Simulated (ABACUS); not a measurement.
A self-consistent single point of InAs (Cm, 2 atoms in the cell; from Materials Project mp-20305, changed as shown) with ABACUS.

All values come from this method and carry its errors: PBE, PseudoDojo 0.5 standard norm-conserving PBE (tails mended) pseudopotentials (plane waves; ABACUS 3.10.1).

The change in words: lattice vector a scaled by 0.99. Reference geometry (F-43m):
```yaml
crystal:
  lattice:
    - [0.00000, 3.05356, 3.05356]
    - [3.05356, 0.00000, 3.05356]
    - [3.05356, 3.05356, 0.00000]
  atoms:
    - { symbol: In, position: [0.75000, 0.75000, 0.75000] }
    - { symbol: As, position: [0.00000, 0.00000, 0.00000] }
```

Reference input (self-consistent single point, DFT, PBE, plane waves, PseudoDojo 0.5 standard norm-conserving PBE (tails mended) pseudopotentials): KPT = Gamma 6 6 6 0 0 0; basis_type = pw; ecutwfc = 84 Ry; smearing_method = fd; smearing_sigma = 0.00734986 Ry; potentials = PseudoDojo 0.5 standard norm-conserving PBE (tails mended); symmetry = 1; symmetry_prec = 1e-05; ks_solver = dav_subspace; scf_nmax = 100; scf_thr = 1.0e-09 Ry; mixing_type = broyden. This run's input differs from it in these lines:

```diff
@@ -27,3 +27,3 @@
 LATTICE_VECTORS
-   0.0000000000    3.0535600000    3.0535600000
+   0.0000000000    3.0230240000    3.0230240000
    3.0535600000    0.0000000000    3.0535600000
@@ -37,3 +37,3 @@
 1
-   8.6555881577    8.6555881577    8.6555881577
+   8.6555881577    8.6123096500    8.6123096500
```

Output, abridged:

```
 SELF-CONSISTENT
 -------------------------------------------
                                 init_chg = atomic

 PW ALGORITHM --------------- ION=   1  ELEC=   1--------------------------------

 Notice: Threshold on eigenvalues was too large.

 Density error is 0.0705145264317
                          Error Threshold = 0.000252735334805
 E_KohnSham     -345.0549966747      -4694.7140781471
 E_Fermi        0.5455429759         7.4224929757

 PW ALGORITHM --------------- ION=   1  ELEC=   2--------------------------------

 Density error is 0.00566419579689
                          Error Threshold = 0.000251837594399
   [... lines left out ...]

 Density error is 2.99308047951e-09
                          Error Threshold = 3.39401676523e-10
 E_KohnSham     -345.0709780569      -4694.9315160067
 E_Fermi        0.5848990093         7.9579592813

 PW ALGORITHM --------------- ION=   1  ELEC=   8--------------------------------

 Density error is 1.10293253463e-10
                          Error Threshold = 1.06895731411e-11
 E_KohnSham     -345.0709780583      -4694.9315160254
 E_KS(sigma->0) -345.0708664359      -4694.9299973250
 E_entropy(-TS) -0.0002232447        -0.0030374006
 E_Fermi        0.5849010005         7.9579863722
 charge density convergence is achieved
 final etot is -4694.931516 eV
 EFERMI = 7.9579863722 eV

 STATE ENERGY(eV) AND OCCUPATIONS    NSPIN == 1
   [... 21 lines left out ...]

 TOTAL-FORCE (eV/Angstrom)
                       In1        -0.0856083050         0.0437345025         0.0437345025
                       As1         0.0856083050        -0.0437345025        -0.0437345025

 TOTAL-STRESS (KBAR)
        27.0810857708        -3.0382726414        -3.0382726414
        -3.0382726414        28.6559417679         5.9637433017
        -3.0382726414         5.9637433017        28.6559417679
 TOTAL-PRESSURE: 28.130990 KBAR

 --------------------------------------------
 !FINAL_ETOT_IS -4694.9315160253581780 eV
 --------------------------------------------
```

The run converged in 8 iterations. Against the reference run the free energy goes up by 5.3 meV/atom, the pressure goes from 2.20 to 2.81 GPa and the largest force goes from 0.000 to 0.106 eV/Å.

The structure comes from a collection of computed structures, made at another level of theory; the collection holds predicted forms beside known ones. No clean gap shows at this smearing width and mesh (spacing up to 0.30 Å⁻¹); the mesh is coarse for partly filled bands, so the values carry mesh errors. Semi-local functionals can close small gaps.

Cost on one core: around 2.3 core-minutes (rough).

“Tails mended”: in these copies of the files the far tail of each local potential was reset to the Coulomb form.
